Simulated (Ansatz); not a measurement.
# GdCu (Pm-3m): parallel moments

Method: Ansatz 0.2.0, DFT, LDA, all-electron PAW with datasets made for the crystal, scalar-relativistic.

Command: `ansatz run input.yaml --threads 2 --pin off --max-ram 6144MiB --backend cpu --events-out ev --progress --plain --runs-dir out`

```yaml
crystal:
  lattice:
    - [0.0, 3.502, 3.502]
    - [3.502, 0.0, 0.0]
    - [0.0, 3.502, -3.502]
  atoms:
    - { symbol: Gd, position: [0.5, 0.5, 0.0], spin: 7.0 }
    - { symbol: Gd, position: [0.0, 0.5, 0.5], spin: 7.0 }
    - { symbol: Cu, position: [0.0, 0.0, 0.0] }
    - { symbol: Cu, position: [0.5, 0.0, 0.5] }
magnetization:
  spin_polarized: true
kpoints:
  mp_grid: { grid: [7, 10, 7] }
scf:
  occupations: { method: fermi_dirac, width: 0.05 }
hamiltonian:
  xc: lda
  pseudopotentials: { kind: all_electron, datasets: crystal }
output:
  forces: true
  stress: true
  eigenvalues: true
```

Log:

```
hamiltonian.pseudopotentials.datasets: crystal makes datasets for this crystal and solves the spheres of its atoms anew in each pass: cutoff 280.0 eV, the density's 1120.0 eV; for an error of 0.50 meV an atom under PBE, 2.0 meV for the cell; an energy difference from a run of another recipe may be off by several times the error for the cell, under r2SCAN by more, where some 0.1 meV an atom stays a …
band count auto-derived: 47 (N_el = 58.0; filled up to band 29; 44 by the electrons, moments and atoms)
Engine: ansatz 0.2.0
Pseudopotentials: kind: all_electron
Pseudopotential: Gd, paw, valence charge 18, recommended cutoff 280 eV (normal), crystal/all_electron/lda/scalar/gaussian/Gd, Koelling and Harmon's equation, gaussian nucleus
Pseudopotential: Cu, paw, valence charge 11, recommended cutoff 280 eV (normal), crystal/all_electron/lda/scalar/gaussian/Cu, Koelling and Harmon's equation, gaussian nucleus
Functional definition: SPW92
  exchange = slater_x
  correlation = pw_c
a search for the magnetic state begins, with frozen cores and fixed partial waves. It gives no result and prints no iterations
the search for the magnetic state of this step took 15 SCF iterations with frozen cores. It stayed in its first state, in which the spheres begin
Crystal: 4 atoms, lattice volume = 85.897 Å³
Basis set: ecut = 280 eV, 929 PW (Γ)
Bands: 47, of which v1, the nominal top of the filled ones, is band 29 counted from 1 (28 counted from 0)
Symmetry: 32 space group operations
Space group: Pm-3m (ITA 221), of the structure as read, at distance tolerance 4.4e-5 Å
Magnetic group: BNS 221.92 (UNI 1594), of the structure as read, at distance tolerance 4.4e-5 Å
k-points: 60 of 490
Non-local potential: Gd, projectors of the file, l = 0: 2, l = 1: 2, l = 2: 1, l = 3: 2
Non-local potential: Cu, projectors of the file, l = 0: 1, l = 1: 1, l = 2: 2
PAW form: soft (Blöchl's): semilocal exchange-correlation on the pseudo side does not see the compensation charge
PAW one-centre angular grid: Gd, 590 points (default); XC on its mesh's 1837 points in the sphere
PAW one-centre angular grid: Cu, 590 points (default); XC on its mesh's 1925 points in the sphere
Initial density: read from a saved state, or passed on in memory by an earlier SCF of this step, an earlier step, the calling program or the single point that the run made first
Starting moments: Σ|m| = 14 μB on 2 of 4 sites; this step starts from the density that it was given
Initial wavefunctions: pseudopotential atomic-orbital guess
Functional: x = slater, c = lda
iter 1 solved again at ethr=3.76e-4 eV; its pass at ethr=1.00e-1 eV (dr2=2.18e-1 eV) is discarded
SCF iter   1: F=—  HF=-702906.729981 eV  |F-HF|=—  |Δ(HF+E_count)|=         —  Δρ=1.29e-2 (↑8.56e-3 ↓1.29e-2)  dr2=2.34e-1  dr2_m=2.55e-2  M=14.022 μB ∫|m|=14.022 μB  β_m=0.30  ethr=3.76e-4  ⟨swp⟩=4.1  Hψ=30305  notcnv=1
preconditioner: auto → Kerker (q_TF=auto, 2.555 Å⁻¹)  [metal: Δε(μ)=0.012 eV  Ē_g=9.795 eV  σ=0.050 eV  W_gap=0.06  n_scr=30 (ndim 8)  ℏωp=29.4 eV  f_vac=0.000  D(μ)=4.49/eV (n_scr^D=38)]
spin=Collinear: Kerker preconditioning applied to the charge; magnetization (m = ρ↑ − ρ↓) channel mixes plain (no charge-response kernel on spin).
SCF iter   2: F=—  HF=-702906.657838 eV  |F-HF|=—  |Δ(HF+E_count)|=   7.21e-2  Δρ=8.15e-3 (↑7.54e-3 ↓8.15e-3)  dr2=1.21e-1  dr2_m=1.03e-3  M=14.237 μB ∫|m|=14.238 μB  β_m=0.34  ethr=3.76e-4  ⟨swp⟩=3.1  Hψ=12110  notcnv=0  defer=3
SCF iter   3: F=—  HF=-702906.622908 eV  |F-HF|=—  |Δ(HF+E_count)|=   3.49e-2  Δρ=5.68e-3 (↑5.68e-3 ↓5.55e-3)  dr2=7.01e-2  dr2_m=1.50e-4  M=14.187 μB ∫|m|=14.187 μB  β_m=0.54  ethr=2.09e-4  ⟨swp⟩=2.1  Hψ=10322  notcnv=0  defer=3
SCF iter   4: F=—  HF=-702906.599893 eV  |F-HF|=—  |Δ(HF+E_count)|=   2.30e-2  Δρ=3.22e-3 (↑2.61e-3 ↓3.22e-3)  dr2=3.80e-2  dr2_m=3.32e-4  M=14.215 μB ∫|m|=14.216 μB  β_m=0.42  ethr=1.21e-4  ⟨swp⟩=3.1  Hψ=12321  notcnv=0  defer=2
iter 5 solved again at ethr=9.31e-7 eV; its pass at ethr=6.55e-5 eV (dr2=5.40e-4 eV) is discarded
SCF iter   5: F=—  HF=-702906.592141 eV  |F-HF|=—  |Δ(HF+E_count)|=   7.75e-3  Δρ=3.86e-4 (↑3.28e-4 ↓3.86e-4)  dr2=5.03e-4  dr2_m=4.41e-6  M=14.195 μB ∫|m|=14.195 μB  β_m=0.42  ethr=9.31e-7  ⟨swp⟩=2.9  Hψ=23135  notcnv=0  defer=3
SCF iter   6: F=—  HF=-702906.593308 eV  |F-HF|=—  |Δ(HF+E_count)|=   1.17e-3  Δρ=3.90e-4 (↑2.52e-4 ↓3.90e-4)  dr2=4.83e-4  dr2_m=5.69e-6  M=14.197 μB ∫|m|=14.198 μB  β_m=0.71  ethr=8.67e-7  ⟨swp⟩=3.0  Hψ=10002  notcnv=0  defer=3
SCF iter   7: F=—  HF=-702906.595105 eV  |F-HF|=—  |Δ(HF+E_count)|=   1.80e-3  Δρ=3.67e-4 (↑2.97e-4 ↓3.67e-4)  dr2=3.19e-4  dr2_m=9.95e-6  M=14.190 μB ∫|m|=14.191 μB  β_m=0.86  ethr=8.33e-7  ⟨swp⟩=3.8  Hψ=12525  notcnv=0  defer=1
SCF iter   8: F=—  HF=-702906.595084 eV  |F-HF|=—  |Δ(HF+E_count)|=   2.06e-5  Δρ=4.27e-5 (↑4.27e-5 ↓3.89e-5)  dr2=5.67e-6  dr2_m=4.88e-8  M=14.193 μB ∫|m|=14.193 μB  β_m=0.86  ethr=5.49e-7  ⟨swp⟩=3.0  Hψ=10038  notcnv=0  defer=1
SCF iter   9: F=—  HF=-702906.595084 eV  |F-HF|=—  |Δ(HF+E_count)|=   4.91e-7  Δρ=5.97e-6 (↑5.97e-6 ↓4.75e-6)  dr2=1.38e-7  dr2_m=1.85e-9  M=14.193 μB ∫|m|=14.193 μB  β_m=0.93  ethr=9.77e-9  ⟨swp⟩=3.8  Hψ=11420  notcnv=0  defer=1
SCF iter  10: F=—  HF=-702906.595084 eV  |F-HF|=—  |Δ(HF+E_count)|=   2.37e-8  Δρ=5.07e-6 (↑3.50e-6 ↓5.07e-6)  dr2=6.13e-8  dr2_m=2.18e-9  M=14.193 μB ∫|m|=14.193 μB  β_m=0.87  ethr=2.38e-10  ⟨swp⟩=3.9  Hψ=11471  notcnv=0
SCF iter  11: F=-702906.595084 eV  HF=-702906.595084 eV  |F-HF|=1.28e-9  |Δ(HF+E_count)|=   2.37e-8  Δρ=8.92e-7 (↑6.94e-7 ↓8.92e-7)  dr2=1.66e-9  dr2_m=2.97e-11  M=14.193 μB ∫|m|=14.193 μB  ethr=1.06e-10  ⟨swp⟩=3.0  Hψ=10748  notcnv=0  defer=1
SCF 1 converged in 11 iterations: F = -702906.595084 eV  dr2 = 1.66e-9
  Residual-converged pass: ⟨swp⟩=3.2  Hψ=8504  notcnv=0  max |occ|·‖R‖ = 6.6e-6 eV (tolerance 6.7e-6 eV)  dr2=1.63e-9  dr2_m=2.47e-11  dr2_onsite=8.53e-10  max |Δocc| = 1.0e-9
  greatest PAW one-centre occupation: 0.995 electrons in one spin orbital (limit 2), on the Gd atom at site 1 (counted from 0), in its partial waves of l = 0
SCF converged after 11 iterations
Magnetization: 14.1931 μB (36.0966 up, 21.9034 down)
Absolute magnetization: 14.1934 μB (∫|ρ↑−ρ↓|)
Spin contamination: -0.1060 ħ² per cell (⟨S²⟩ above its minimum at these occupations)
Per-site moments (μB) at R_I (Å): [(6.938267845921182, 1.2510386476719053), (6.938267845921183, 1.2510386476719053), (0.01833062973972246, 1.2510386476719053), (0.018330629739722284, 1.2510386476719053)]
Free energy (F): -702906.595084 eV
Harris-Foulkes:  -702906.595084 eV  (|F-HF|=1.28e-9)
Internal energy: -702906.565432 eV  (E = F + TS)
E sigma→0 (E₀):  -702906.580258 eV
Entropy (-TS):   -0.029653 eV (-7.413 meV/atom)
Past the cutoff: the bands carry plane waves up to 1.75 times it, of which those up to 1.5 times it add -0.000509 eV an atom, each by itself; the spheres take 0.000335 eV an atom off the energy for waves past 1.75 times it
By the cutoff:   a pressure is off by up to 0.007 GPa (1.2 times the spheres' own share and the shells' term, over an atom's volume, and 0.004 GPa: a bound that held against runs at twice the plane waves)
Past the cutoffs: a stress includes 0.0024 GPa for waves and charges beyond them, in addition to the slope of what the spheres take
In the spheres:  the bands' charges fall short by 1.2e-6 e at most (sound up to 1e-3)
Fermi energy:    15.260707 eV
--- Per-component energies (eV) ---
  E_band       = 317.219075
  E_kinetic    = 641.164149
  E_local      = -4180.211065  (includes V_loc(G=0)·N_el)
  E_nonlocal   = 50.528120
  E_hartree    = 2087.008847
  E_xc         = -297.329350
  E_vxc        = -381.864173  (∫ρ·V_xc dr)
  E_paw        = -710825.555454  (= ΣΔE_a)
  E_vpaw       = -16101.617619  (= ΣTr[D̂ρ^β])
  E_ewald      = -6497.373421
  E_smearing   = -0.029653  (= −TS)
  E_closure    = 16115.202742  (closes the sum)
  Σ components = -702906.595084   (vs F -702906.595084, Δ=0.00e0)
  The terms above E_closure are by the made datasets' own strengths, without shells solved beside the bands.
--- Forces (eV/Å), atoms counted from 1 ---
  atom   1  Gd     0.00000000    -0.00000000     0.00000000
  atom   2  Gd     0.00000000     0.00000000     0.00000000
  atom   3  Cu    -0.00000000    -0.00000000    -0.00000000
  atom   4  Cu    -0.00000000    -0.00000000    -0.00000000
  max |Σ_I F_I| component: 1.37e-29 eV/Å
--- Stress (GPa, compression-positive) ---
       -6.000549      -0.000000       0.000000
       -0.000000      -6.093722       0.000000
        0.000000       0.000000      -6.093722
  P = ⅓ Tr σ = -6.0627 GPa (-60.627 kbar)
--- Band table (eV; the first three rows and the last of 120) ---
  k-point 0 ↑: bands = ["-29.6775", "-29.6155", "-7.3614", "-7.3614", "-6.9149", "-6.9149", "-6.9109", "-6.8158", "8.7680", "10.8418", "10.8418", "10.9055", "10.9055", "10.9061", "10.9075", "10.9136", "10.9136", "10.9172", "10.9256", "10.9256", "10.9576", "10.9864", "10.9874", "11.0070", "11.6366", "11.6371", "11.6410", "12.1004", "12.1004", "12.3842", "12.3842", "12.3847", "12.6652", "13.0928", " …
  k-point 1 ↑: bands = ["-29.6744", "-29.6185", "-7.3442", "-7.3402", "-6.9425", "-6.9381", "-6.9064", "-6.8207", "8.9456", "10.8351", "10.8449", "10.8746", "10.8927", "10.9024", "10.9039", "10.9052", "10.9092", "10.9097", "10.9181", "10.9227", "10.9506", "10.9793", "10.9811", "11.1361", "11.6766", "11.6928", "11.6985", "12.1183", "12.1538", "12.3734", "12.3857", "12.4101", "12.6217", "13.0402", " …
  k-point 2 ↑: bands = ["-29.6657", "-29.6270", "-7.2936", "-7.2805", "-7.0164", "-7.0023", "-6.8936", "-6.8343", "9.4482", "10.8274", "10.8448", "10.8537", "10.8631", "10.8900", "10.8977", "10.8981", "10.8995", "10.9151", "10.9167", "10.9169", "10.9387", "10.9643", "10.9652", "11.2335", "11.7938", "11.8208", "11.8621", "12.1659", "12.2834", "12.3415", "12.3869", "12.4626", "12.4967", "12.8077", " …
  k-point 59 ↓: bands = ["-26.6892", "-26.6855", "-5.2563", "-5.2489", "-5.2466", "-5.2247", "-4.6161", "-4.5885", "11.2430", "11.2573", "11.7671", "11.7879", "12.1487", "12.1494", "12.1581", "12.1612", "12.6556", "12.6805", "13.1793", "13.2081", "15.3910", "15.4534", "15.4553", "15.5144", "15.7772", "15.7838", "15.7880", "15.7918", "15.7920", "15.7923", "15.9347", "15.9476", "15.9516", "15.9763", …
```

Site moments (μB): Gd1 6.94, Gd2 6.94, Cu3 0.02, Cu4 0.02. Cell moment 14.19 μB.

The magnetic group in the log treats spin as a scalar label, without spin–orbit coupling.

Without U a semilocal functional puts the f levels too near the Fermi level, which can change moments and the order of magnetic states; site and cell moments are spin moments. Spin–orbit coupling is left out although heavy atoms are present. With open f shells a run can end in a state that isn't the lowest. The magnetic state is the one that this cell and start allow. It needn't be the compound's measured order, which may need a larger cell or be absent.

It took 46 s on 2 threads of Intel(R) Xeon(R) Platinum 8488C (Sapphire Rapids), with other jobs on the host, peak memory 1.4 GiB.
